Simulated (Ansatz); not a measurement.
B2O3:
```
B2O3
1.0
    4.34806     0.00000     0.00000
   -2.17403     3.76553     0.00000
    0.00000     0.00000     8.36914
B O
6 9
Direct
  0.76774   0.60150   0.77479
  0.39850   0.16623   0.10812
  0.83377   0.23226   0.44146
  0.60150   0.76774   0.22521
  0.16623   0.39850   0.89188
  0.23226   0.83377   0.55854
  0.14690   0.54905   0.46028
  0.45095   0.59785   0.79362
  0.40215   0.85310   0.12695
  0.54905   0.14690   0.53972
  0.59785   0.45095   0.20638
  0.85310   0.40215   0.87305
  0.00000   0.84080   0.66667
  0.15920   0.15920   0.00000
  0.84080   0.00000   0.33333
```

x, y and z are the axes in which the lattice vectors are written.

Give the proper piezoelectric stress tensor with relaxed ions from the program Ansatz at the PBEsol level (PAW).

In C/m², rows x, y, z, Voigt columns; mesh uncertainty up to 0.00.
```
-0.23   0.23   0.00   0.10   0.00   0.00
 0.00   0.00   0.00   0.00  -0.10   0.23
 0.00   0.00   0.00   0.00   0.00   0.00
```

The elastic tensor of the same run (GPa):

```
  159   41.6    5.2  -10.4    0.0    0.0
 41.6    159    5.2   10.4    0.0    0.0
  5.2    5.2   49.8    0.0    0.0    0.0
-10.4   10.4    0.0   41.5    0.0    0.0
  0.0    0.0    0.0    0.0   41.5  -10.4
  0.0    0.0    0.0    0.0  -10.4   58.8
```

Convert to strain constants d = e·S.

In pC/N:
```
-1.8   1.8   0.0   1.5   0.0   0.0
 0.0   0.0   0.0   0.0  -1.5   3.6
 0.0   0.0   0.0   0.0   0.0   0.0
```

Space group P3_121. The first step of the workflow began from a Materials Project structure, measured or hypothetical; the Crystallography Open Database files this formula in space group No. 152, but the cells were not matched. Whether it is the stable phase at ambient conditions was not checked. The PBEsol relaxation kept the symmetry of its start; phonons on a q-mesh show no instability.

Potentials: the earlier of the program's two PAW sets.
